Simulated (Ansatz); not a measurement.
Ce, hcp: geometry optimisation

These are results of DFT, PBEsol, plane waves (420 eV) with PAW, scalar-relativistic in Ansatz 0.2.0, not measurements. (PAW data from PBE, frozen cores regenerated.)

k-point mesh 10×10×6, Fermi-Dirac smearing 0.1 eV, no spin polarisation. Cell and atoms relax.

Starting structure:

```
Ce
1.0
     3.64951    0.00000    0.00000
    -1.82476    3.16057    0.00000
     0.00000    0.00000    5.95966
Ce
2
Direct
  0.33333 0.66667 0.25000
  0.66667 0.33333 0.75000
```

Question: What cell does the relaxation end in?

Answer: P6_3/mmc with a = 3.127 Å, c = 5.657 Å (c/a = 1.809); 23.95 Å³ per atom against 34.37 at the start (-30.3 %).

Question: How much energy does the relaxation gain?

Answer: 293.0 meV per atom.

Path of the relaxation (the plane waves are chosen anew near the end, which can shift the energy a little):

```csv
step,E − E(final) (meV/atom),V (Å³/atom),P (GPa),max force (eV/Å)
0,293.04,34.371,-6.93,0.000
1,115.74,29.691,-4.92,0.000
2,25.52,26.000,-2.09,0.000
3,1.16,23.496,0.93,0.000
4,-0.48,23.988,-0.02,0.000
5,-0.57,23.952,0.00,0.000
6,0.00,23.952,0.00,0.000
```

Spin polarisation is off here; a magnetic state may lie lower.

Open f shells have many self-consistent states, so the state found may not be the lowest.
